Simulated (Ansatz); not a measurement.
Response of ZrB₂ to small distortions

```
Zr B
1.0
     3.16500    0.00000    0.00000
    -1.58250    2.74097    0.00000
     0.00000    0.00000    3.52000
Zr B
1 2
Direct
  0.00000 0.00000 0.00000
  0.33333 0.66667 0.50000
  0.66667 0.33333 0.50000
```

Atoms are numbered in the order listed.

The cell comes from COD entry 1510856, which wasn't checked; take it as a given geometry.

Method: DFT, LDA, PAW with Ansatz's default frozen-core files, scalar-relativistic in Ansatz 0.2.0.

Numerical set-up: a Γ-centred 12×12×9 k mesh, Fermi–Dirac smearing of 0.05 eV, cutoff 420 eV, no spin polarisation; the PAW files were made with PBE, and the program remakes their frozen cores for this functional.

The unchanged cell is at -7.28 GPa.

In a metal, stresses and small energies carry noise from the k mesh.

x, y and z are the Cartesian axes of the cell as listed; fractional coordinates follow a strain, and an engineering shear is twice the off-diagonal strain component.

(1) One change gave: energy change +9.7 meV/atom; stress change (xx, yy, zz, yz, xz, xy) 0.31, 0.27, 0.43, 5.14, 5.15, 5.29 GPa, compression positive; change of the force on B3 (0.048, -0.004, 0.008) eV/Å. Which change was it?
A. equal xy, yz and zx engineering shear strains of +1 %
B. equal xy, yz and zx engineering shear strains of +2 %
C. equal xy, yz and zx engineering shear strains of +3 %
D. equal xy, yz and zx engineering shear strains of -2 %
E. equal xy, yz and zx engineering shear strains of -1 %
F. equal xy, yz and zx engineering shear strains of -3 %

Results:

(1) D. For equal xy, yz and zx engineering shear strains of -3 %: energy change +22.2 meV/atom; stress change (xx, yy, zz, yz, xz, xy) 0.70, 0.62, 0.98, 7.82, 7.84, 8.02 GPa, compression positive; change of the force on B3 (0.076, -0.010, 0.017) eV/Å. For equal xy, yz and zx engineering shear strains of -1 %: energy change +2.4 meV/atom; stress change (xx, yy, zz, yz, xz, xy) 0.08, 0.07, 0.11, 2.53, 2.53, 2.62 GPa, compression positive; change of the force on B3 (0.023, -0.001, 0.002) eV/Å. For equal xy, yz and zx engineering shear strains of +2 %: energy change +9.3 meV/atom; stress change (xx, yy, zz, yz, xz, xy) 0.30, 0.28, 0.41, -4.90, -4.91, -5.05 GPa, compression positive; change of the force on B2 (0.040, 0.005, -0.007) eV/Å. For equal xy, yz and zx engineering shear strains of +1 %: energy change +2.3 meV/atom; stress change (xx, yy, zz, yz, xz, xy) 0.08, 0.07, 0.10, -2.47, -2.47, -2.56 GPa, compression positive; change of the force on B2 (0.021, 0.001, -0.002) eV/Å. For equal xy, yz and zx engineering shear strains of +3 %: energy change +20.7 meV/atom; stress change (xx, yy, zz, yz, xz, xy) 0.68, 0.64, 0.92, -7.28, -7.30, -7.47 GPa, compression positive; change of the force on B2 (0.057, 0.010, -0.014) eV/Å.
